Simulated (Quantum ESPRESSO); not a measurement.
# TaHf4WSnPd: a curve over one atom's position

Simulated, not a measurement. The program is pw.x of Quantum ESPRESSO 7.5 (plane-wave density functional theory). The cell is made up: eight metal atoms on a face-centred cubic lattice, with elements, volume, strain and displacements drawn at random and not relaxed, so it may be unstable or far from any real phase. PseudoDojo standard norm-conserving files set the functional (PBE unless stated); there is no spin polarisation or spin-orbit coupling, the Fermi-Dirac width of 0.25 eV means electrons at about 2900 K, and the masses in the input are unused placeholders. The tin pseudopotential is less sure than most, with forces differing by about three percent from a second method on plain tin. Heavy elements are run without spin-orbit coupling, which real alloys of them have. A spin test at this wide smearing found no moment, but such smearing suppresses magnetism that the real alloy may have.

Seven runs move atom 6 (Sn, counted in the order of the input) along x and keep all else fixed.

Input of the run at -0.0400:

```
&control calculation='scf', pseudo_dir='./dojo.nc.sr.pbe.v0_5.standard.upf', outdir='./o', disk_io='minimal', tprnfor=.true., tstress=.true. /
&system ibrav=0, nat=8, ntyp=5, nbnd=71, ecutwfc=82.02448710, nosym=.true., tot_charge=0,
 occupations='smearing', smearing='fd', degauss=0.0183746611
/
&electrons conv_thr=1.470e-08, electron_maxstep=70, mixing_beta=0.5 /
ATOMIC_SPECIES
Hf 1.0 Hf.upf
Pd 1.0 Pd.upf
Sn 1.0 Sn.upf
Ta 1.0 Ta.upf
W 1.0 W.upf
CELL_PARAMETERS angstrom
2.1376 4.3676 2.2424
-0.0709 4.2876 -4.2537
-4.3962 4.4049 0.0464
ATOMIC_POSITIONS angstrom
Ta 0.0596 0.028 -0.0793
Hf -2.1737 2.1352 0.0868
Hf -0.108 2.0646 -2.0671
Hf -2.1722 4.3013 -2.2077
W -0.247 4.5058 0.0133
Sn -2.3136 6.5476 0.0918
Hf -0.2787 6.5499 -2.2745
Pd -2.0591 8.5396 -2.1949
K_POINTS automatic
5 5 5 1 1 1
```

```
shift of atom 6 along x (Å)  free energy less that of the input shown (eV)  Fx on atom 6 (eV/Å)  Fy on atom 6 (eV/Å)  Fz on atom 6 (eV/Å)  pressure (GPa)  iterations
                    -0.1725                                         0.1093                1.476                0.749                0.229            0.35          18
                    -0.1421                                         0.0690                1.175                0.691                0.246            0.24          18
                    -0.1021                                         0.0299                0.783                0.624                0.269            0.13          18
                    -0.0400                                         0.0000                0.179                0.541                0.304            0.06          17
                    +0.1507                                         0.1412               -1.659                0.438                0.412            0.52          17
                    +0.1767                                         0.1875               -1.910                0.442                0.428            0.67          19
```

Question: one run is left out of the table, at -0.0740. Estimate its Fx on atom 6 (eV/Å).

Answer: 0.509. The whole row:

```
shift of atom 6 along x (Å)  free energy less that of the input shown (eV)  Fx on atom 6 (eV/Å)  Fy on atom 6 (eV/Å)  Fz on atom 6 (eV/Å)  pressure (GPa)  iterations
                    -0.0740                                         0.0117                0.509                0.584                0.285            0.09          17
```

A cubic fit gives dFx/dx = -9.65 eV/Å² at zero shift. Across the table the energy follows minus the integral of the force to 0.1 meV. A rerun of one of the cells at a higher cutoff and on a denser mesh moved values by no more than 0.004 eV in energy, 0.02 GPa in stress and 0.003 eV/Å in force, and a second program with other atomic files agreed on that cell to 2 % rms in force and 0.5 GPa in pressure.